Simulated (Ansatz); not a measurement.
The elements of this relaxed crystal are hidden behind letters.

```
lattice vectors (Å)
   5.8275    0.0000    0.0000
   0.0000    3.7444    0.0000
   0.0000    0.0000    6.1907
fractional positions
X 0.8132 0.7500 0.5874
X 0.1868 0.2500 0.4126
X 0.6868 0.2500 0.0874
X 0.3132 0.7500 0.9126
Z 0.0020 0.7500 0.1929
Z 0.9980 0.2500 0.8071
Z 0.4980 0.2500 0.6929
Z 0.5020 0.7500 0.3071
```

Method: DFT PBE, scalar-relativistic, plane waves, PAW in Ansatz. Plane waves to 420 eV, a 6×10×6 mesh through Γ for the 8-atom cell and 0.10 eV Gaussian smearing; no spin polarisation.

```
Space group                               : Pnma (No. 62)
Conventional cell                         : a = 5.828 Å, b = 3.744 Å, c = 6.191 Å
Volume per atom                           : 16.89 Å³
Density                                   : 13.16 g/cm³
Formation energy                          : −0.47 eV/atom
Gap on the 6×10×6 mesh of the 8-atom cell : 0 eV (a metal)
```

Energies are uncorrected and count from the elements' standard states at the same level.

**Question.** X is a p-block element of period 4 and Z is a d-block element of period 6. Which elements are they?

**Answer.** X = Ge, Z = Pt, so the formula is GePt, here in the MnP type. Density times volume gives a mean mass of 13.16 × 16.89/1.6605 = 133.9 u per atom, and this set has 133.9 u. Ge has 6 Pt at 2.51–2.70 Å and 2 Ge at 3.07 Å; around Pt lie 6 Ge at 2.51–2.70 Å and 4 Pt at 3.00–3.04 Å. Other sets within the hints have nearly the same mass, so mass alone doesn't settle it; this one was computed.

Spin–orbit coupling, which can matter for Pt, is left out. A structure relaxed within its symmetry needn't be a true minimum.
